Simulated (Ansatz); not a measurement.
Input, command and steps of an Ansatz relaxation.

```yaml
crystal:
  lattice:
    - [-1.8739905986, 1.8739905986, 4.1860569216]
    - [1.8739905986, -1.8739905986, 4.1860569216]
    - [1.8739905986, 1.8739905986, -4.1860569216]
  atoms:
    - { symbol: Fe, position: [0.5, 0.5, 0.0], spin: 3.21 }
    - { symbol: Fe, position: [0.25, 0.75, 0.5], spin: 3.23 }
    - { symbol: Fe, position: [0.75, 0.25, 0.5], spin: 3.23 }
    - { symbol: Cl, position: [0.0, 0.0, 0.0], spin: 0.16 }
basis:
  ecutwfc: 420
kpoints:
  mp_grid: { grid: [6, 6, 6] }
hamiltonian:
  xc: pbe
scf:
  occupations: { method: gaussian, width: 0.1 }
  lower_state_search: "off"
output:
  forces: true
  stress: true
  eigenvalues: true
  populations: true
magnetization:
  spin_polarized: true
relax:
  adjacent_minimum: "off"
  f_tol: 0.04
  max_steps: 70
  cell: { stress_tol: 0.4 }
```

```bash
ansatz run input.yaml --threads 1 --pin off --max-ram 2560MiB --backend cpu --events-out ev --progress --plain --runs-dir out
```

Method: Ansatz, DFT PBE, scalar-relativistic, plane waves, PAW.

Of 7 frames 7 are shown, positions in Å and forces in eV/Å; the SCF threshold varies from step to step. Steps run on the plane waves of an earlier cell, with a Pulay correction in the pressure. The basis is chosen afresh for the last frame, the zero of the energies, and at times for earlier ones too; energy and pressure step there, also at an unchanged geometry.

```xyz
4
Lattice="-1.8740 1.8740 4.1861 1.8740 -1.8740 4.1861 1.8740 1.8740 -4.1861" Properties=species:S:1:pos:R:3:forces:R:3 pbc="T T T" step=1 free_energy_over_end_meV_per_atom=26.15 pressure_GPa=-5.99
Fe    0.0000    0.0000    4.1861    0.0000    0.0000    0.0000
Fe    1.8740    0.0000    2.0930    0.0000    0.0000    0.0000
Fe    0.0000    1.8740    2.0930    0.0000    0.0000    0.0000
Cl    0.0000    0.0000    0.0000    0.0000    0.0000    0.0000
4
Lattice="-1.8343 1.8343 4.1379 1.8343 -1.8343 4.1379 1.8343 1.8343 -4.1379" Properties=species:S:1:pos:R:3:forces:R:3 pbc="T T T" step=2 free_energy_over_end_meV_per_atom=4.91 pressure_GPa=-1.90
Fe    0.0000    0.0000    4.1379    0.0000    0.0000    0.0000
Fe    1.8343    0.0000    2.0689    0.0000    0.0000    0.0000
Fe    0.0000    1.8343    2.0689    0.0000    0.0000    0.0000
Cl    0.0000    0.0000    0.0000    0.0000    0.0000    0.0000
4
Lattice="-1.8078 1.8078 4.1554 1.8078 -1.8078 4.1554 1.8078 1.8078 -4.1554" Properties=species:S:1:pos:R:3:forces:R:3 pbc="T T T" step=3 free_energy_over_end_meV_per_atom=1.53 pressure_GPa=0.54
Fe    0.0000    0.0000    4.1554    0.0000    0.0000    0.0000
Fe    1.8078    0.0000    2.0777    0.0000    0.0000    0.0000
Fe    0.0000    1.8078    2.0777    0.0000    0.0000    0.0000
Cl    0.0000    0.0000    0.0000    0.0000    0.0000    0.0000
4
Lattice="-1.8030 1.8030 4.1944 1.8030 -1.8030 4.1944 1.8030 1.8030 -4.1944" Properties=species:S:1:pos:R:3:forces:R:3 pbc="T T T" step=4 free_energy_over_end_meV_per_atom=0.73 pressure_GPa=0.41
Fe    0.0000    0.0000    4.1944    0.0000    0.0000    0.0000
Fe    1.8030    0.0000    2.0972    0.0000    0.0000    0.0000
Fe    0.0000    1.8030    2.0972    0.0000    0.0000    0.0000
Cl    0.0000    0.0000    0.0000    0.0000    0.0000    0.0000
4
Lattice="-1.7799 1.7799 4.3671 1.7799 -1.7799 4.3671 1.7799 1.7799 -4.3671" Properties=species:S:1:pos:R:3:forces:R:3 pbc="T T T" step=5 free_energy_over_end_meV_per_atom=-0.15 pressure_GPa=-0.20
Fe    0.0000    0.0000    4.3671    0.0000    0.0000    0.0000
Fe    1.7799    0.0000    2.1835    0.0000    0.0000    0.0000
Fe    0.0000    1.7799    2.1835    0.0000    0.0000    0.0000
Cl    0.0000    0.0000    0.0000    0.0000    0.0000    0.0000
4
Lattice="-1.7860 1.7860 4.3198 1.7860 -1.7860 4.3198 1.7860 1.7860 -4.3198" Properties=species:S:1:pos:R:3:forces:R:3 pbc="T T T" step=6 free_energy_over_end_meV_per_atom=-0.43 pressure_GPa=0.00
Fe    0.0000    0.0000    4.3198    0.0000    0.0000    0.0000
Fe    1.7860    0.0000    2.1599    0.0000    0.0000    0.0000
Fe    0.0000    1.7860    2.1599    0.0000    0.0000    0.0000
Cl    0.0000    0.0000    0.0000    0.0000    0.0000    0.0000
4
Lattice="-1.7860 1.7860 4.3198 1.7860 -1.7860 4.3198 1.7860 1.7860 -4.3198" Properties=species:S:1:pos:R:3:forces:R:3 pbc="T T T" step=7 free_energy_over_end_meV_per_atom=0.00 pressure_GPa=0.03
Fe    0.0000    0.0000    4.3198    0.0000    0.0000    0.0000
Fe    1.7860    0.0000    2.1599    0.0000    0.0000    0.0000
Fe    0.0000    1.7860    2.1599    0.0000    0.0000    0.0000
Cl    0.0000    0.0000    0.0000    0.0000    0.0000    0.0000
```

The start puts this composition into another compound's structure type, which needn't suit it. At the end the space group is I4/mmm (tolerance 0.05 Å).

The run took 82 s on 1 thread of Arm Neoverse V1, with other jobs on the host, peak memory 0.43 GiB.

The k mesh is coarse. Moments started parallel, and an antiferromagnetic order may lie lower.